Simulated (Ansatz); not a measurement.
Find the missing element

Cell vectors (Å):

```
3.6441 0.0000 0.0000
0.0000 3.6441 0.0000
0.0000 0.0000 3.6441
```

```json
{"atom": "X", "a": "0.5000", "b": "0.5000", "c": "0.5000"}
{"atom": "Zn", "a": "0.0000", "b": "0.0000", "c": "0.0000"}
```

The calculation used LDA, all-electron LAPW in Ansatz 0.2.0, scalar-relativistic. k mesh 12×12×12, strains of ±0.008, Fermi-Dirac smearing of 0.050 eV.

Elastic constants of a crystal by Kohn-Sham DFT: slopes of the stress over finite engineering strains of the given cell, Voigt indices, Cartesian axes as in the cell vectors.

```csv
index,elastic (GPa)
11,81.4
12,46.5
44,42.8
```

Q: All X atoms are one element. Which one was computed?

A: La; the crystal is LaZn (Pm-3m).

Caveats: responses of metals move with mesh and smearing.
